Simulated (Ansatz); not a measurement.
NbH$_{2}$ (Fm-3m): elasticity against pressure

```yaml
crystal:
  lattice:
    - [0.00000, 2.25904, 2.25904]
    - [2.25904, 0.00000, 2.25904]
    - [2.25904, 2.25904, 0.00000]
  atoms:
    - { symbol: Nb, position: [0.00000, 0.00000, 0.00000] }
    - { symbol: H, position: [0.25000, 0.25000, 0.25000] }
    - { symbol: H, position: [0.75000, 0.75000, 0.75000] }
```

This is the zero-pressure cell. At each pressure cell and atoms are relaxed in this structure, and the constants are slopes of the stress at strains of ±0.005 with relaxed ions (the coefficients that govern stability under load). Level: PBEsol, PAW on Ansatz 0.2.0's default frozen-core files (fitted under PBE), scalar-relativistic; k mesh 16×16×16, strains of ±0.005, Fermi-Dirac smearing of 0.050 eV, cutoff 420 eV. P is the pressure of the relaxed cell, less that of this one.

```
P (GPa)    V/V₀  C11 (GPa)  C12 (GPa)  C44 (GPa)
   0.00  1.0000      290.6      142.5       93.0
   0.98  0.9949      295.1      146.3       93.9
   1.95  0.9901      299.4      149.9       94.7
   3.99  0.9802      308.5      157.6       96.3
   7.01       ?          ?          ?          ?
   9.95  0.9540      334.4      179.8      100.4
  14.96  0.9343      355.4      198.1      103.4
```

Q: Does the bulk modulus from the constants agree with the pressure-volume curve?

A: A third-order Birch-Murnaghan fit to the volumes shown (F against f, f = [(V₀/V)^(2/3) − 1]/2) gives B₀ = 191.9 GPa and B′ = 4.1. Its −V dP/dV stands beside (C11 + 2C12)/3:

```csv
P (GPa),from P(V),from the constants
0.00,191.9,191.9
0.98,195.8,195.9
1.95,199.7,199.8
3.99,207.9,207.9
9.95,231.4,231.3
14.96,250.7,250.5
```

Q: What are the pressure derivatives at zero pressure?

A: Slopes at V₀ of quadratic fits in −ln(V/V₀) through the first four rows shown, divided by B₀: dC11/dP = 4.5, dC12/dP = 3.8, dC44/dP = 0.9. The mean slopes up to 1.9 GPa are 4.5, 3.8, 0.8; curvature and scatter of the constants part the two. The combination (dC11/dP + 2 dC12/dP)/3 = 4.1 stands against B′.

Q: Fill the row at 7.01 GPa.

A: Cubic fits in −ln(V/V₀) through all rows shown give C11 = 321.7, C12 = 168.9, C44 = 98.5 GPa. Computed: V/V₀ = 0.9665, C11 (GPa) = 321.7, C12 (GPa) = 168.9, C44 (GPa) = 98.4.

Q: Does a shear stiffness soften?

A: C44 goes from 93.0 to 103.4 GPa; (C11 − C12)/2 goes from 74.0 to 78.6 GPa. Neither ends more than 3 % under its start, and the lattice stays mechanically stable over this range.

Caveats: no other phase was computed; many crystals of this kind change structure within this range, and rows or crossings beyond such a change describe a metastable lattice; frozen-core PAW files fitted under PBE, their cores solved anew for the functional of the run; responses of metals move with mesh and smearing; phonons weren't checked at these pressures.
